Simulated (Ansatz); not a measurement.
Input, command and steps of an Ansatz relaxation.

```yaml
crystal:
  lattice:
    - [-2.9936186685, 2.9936186685, 5.6839777329]
    - [2.9936186685, -2.9936186685, 5.6839777329]
    - [2.9936186685, 2.9936186685, -5.6839777329]
  atoms:
    - { symbol: Cd, position: [0.25, 0.75, 0.5] }
    - { symbol: Cd, position: [0.5, 0.5, 0.0] }
    - { symbol: Ge, position: [0.0, 0.0, 0.0] }
    - { symbol: Ge, position: [0.75, 0.25, 0.5] }
    - { symbol: As, position: [0.875, 0.3482587034, 0.9732587034] }
    - { symbol: As, position: [0.6517412966, 0.625, 0.5267412966] }
    - { symbol: As, position: [0.375, 0.9017412966, 0.0267412966] }
    - { symbol: As, position: [0.0982587034, 0.125, 0.4732587034] }
basis:
  ecutwfc: 420
kpoints:
  mp_grid: { grid: [8, 8, 8] }
hamiltonian:
  xc: pbe
scf:
  occupations: { method: gaussian, width: 0.01 }
output:
  forces: true
  stress: true
  eigenvalues: true
relax:
  adjacent_minimum: "off"
  f_tol: 0.01
  max_steps: 30
  cell: { stress_tol: 0.1, fix: [volume] }
```

```bash
ansatz run input.yaml --threads 2 --pin off --max-ram 5120MiB --backend cpu --events-out ev --progress --plain --runs-dir out
```

These are results of DFT PBE, scalar-relativistic, plane waves, PAW in Ansatz 0.2.0, not measurements.

The volume is held at 0.97 times that of the relaxed cell.

Of 3 frames 3 are shown, positions in Å and forces in eV/Å; the SCF threshold varies from step to step. Steps run on the plane waves of an earlier cell, with a Pulay correction in the pressure. The basis is chosen afresh for the last frame, the zero of the energies, and at times for earlier ones too; energy and pressure step there, also at an unchanged geometry.

```xyz
8
Lattice="-2.9936 2.9936 5.6840 2.9936 -2.9936 5.6840 2.9936 2.9936 -5.6840" Properties=species:S:1:pos:R:3:forces:R:3 pbc="T T T" step=1 free_energy_over_end_meV_per_atom=0.02 pressure_GPa=1.73
Cd    2.9936    0.0000    2.8420    0.0000    0.0000    0.0000
Cd    0.0000    0.0000    5.6840    0.0000    0.0000    0.0000
Ge    0.0000    0.0000    0.0000    0.0000    0.0000    0.0000
Ge    0.0000    2.9936    2.8420    0.0000    0.0000    0.0000
As    1.3367    4.4904    1.4210    0.0235    0.0000    0.0000
As    1.4968    1.6569    4.2630    0.0000   -0.0235    0.0000
As    1.6569   -1.4968    7.1050   -0.0235    0.0000    0.0000
As    1.4968    1.3367   -1.4210    0.0000    0.0235    0.0000
8
Lattice="-2.9954 2.9954 5.6772 2.9954 -2.9954 5.6772 2.9954 2.9954 -5.6772" Properties=species:S:1:pos:R:3:forces:R:3 pbc="T T T" step=2 free_energy_over_end_meV_per_atom=0.00 pressure_GPa=1.72
Cd    2.9954    0.0000    2.8386    0.0000    0.0000    0.0000
Cd    0.0000    0.0000    5.6772    0.0000    0.0000    0.0000
Ge    0.0000    0.0000    0.0000    0.0000    0.0000    0.0000
Ge    0.0000    2.9954    2.8386    0.0000    0.0000    0.0000
As    1.3405    4.4931    1.4193   -0.0071    0.0000    0.0000
As    1.4977    1.6549    4.2579    0.0000    0.0071    0.0000
As    1.6549   -1.4977    7.0965    0.0071    0.0000    0.0000
As    1.4977    1.3405   -1.4193    0.0000   -0.0071    0.0000
8
Lattice="-2.9954 2.9954 5.6772 2.9954 -2.9954 5.6772 2.9954 2.9954 -5.6772" Properties=species:S:1:pos:R:3:forces:R:3 pbc="T T T" step=3 free_energy_over_end_meV_per_atom=0.00 pressure_GPa=1.72
Cd    2.9954    0.0000    2.8386    0.0000    0.0000    0.0000
Cd    0.0000    0.0000    5.6772    0.0000    0.0000    0.0000
Ge    0.0000    0.0000    0.0000    0.0000    0.0000    0.0000
Ge    0.0000    2.9954    2.8386    0.0000    0.0000    0.0000
As    1.3405    4.4931    1.4193   -0.0071    0.0000    0.0000
As    1.4977    1.6549    4.2579    0.0000    0.0071    0.0000
As    1.6549   -1.4977    7.0965    0.0071    0.0000    0.0000
As    1.4977    1.3405   -1.4193    0.0000   -0.0071    0.0000
```

It took 120 s on 2 threads of Oxide Virtual Turin-like Processor (Zen 5) (shared host), peak memory 1 GiB.